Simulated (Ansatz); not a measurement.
Below is a relaxed structure of ScPdC₄N₄. The cell was found from a structure generator's guess, not taken from experiment.

These are results of DFT PBE, scalar-relativistic, plane waves, PAW (Ansatz 0.2.0), not measurements. Cutoff 420 eV, Γ-centred mesh, Gaussian smearing, collinear spin.

```
Sc Pd C N
1.0
     6.11126    0.00000    0.00000
     0.00000    6.11126    0.00000
     0.00000    0.00000    6.11126
Sc Pd C N
1 1 4 4
Direct
  0.50000 0.50000 0.50000
  0.00000 0.00000 0.00000
  0.19211 0.19211 0.19211
  0.19211 0.80789 0.80789
  0.80789 0.19211 0.80789
  0.80789 0.80789 0.19211
  0.30375 0.30375 0.30375
  0.30375 0.69625 0.69625
  0.69625 0.30375 0.69625
  0.69625 0.69625 0.30375
```

Energies over the elements count from the elements' standard structures at the same level (N₂ as a molecule), with no fitted energy shifts.

(1) What space group does it have?

(2) How far does it lie from the elements in energy?

(3) Is it a metal?

(4) Which magnetic moments does it keep?

(5) From what recipe could a structure generator have reached it?

Answers

(1) P-43m (No. 215). Conventional cell: a = 6.111 Å. Sc has 4 N at 2.08 Å; Pd has 4 C at 2.03 Å; C is surrounded by 1 N at 1.18 Å and 1 Pd at 2.03 Å; N has 1 C at 1.18 Å and 1 Sc at 2.08 Å.

(2) +0.14 eV/atom. A positive value: parting into the elements would lower its energy.

(3) Yes, bands cross the Fermi level on the 6×6×6 mesh.

(4) 0.10 μB per atom net, the space between the atoms included; by site: Pd 0.4 μB.

(5) One such recipe: two interpenetrating cyanide-bridged diamond nets (P-43m, No. 215). Other recipes can lead to the same cell.

The last run used collinear spin, a 6×6×6 mesh for its 10-atom cell and Gaussian smearing of 0.10 eV. The reference form of C is held partly by dispersion forces, which this level lacks. Another magnetic order may lie lower. Symmetry constrained the relaxation, so the result can be a saddle point.
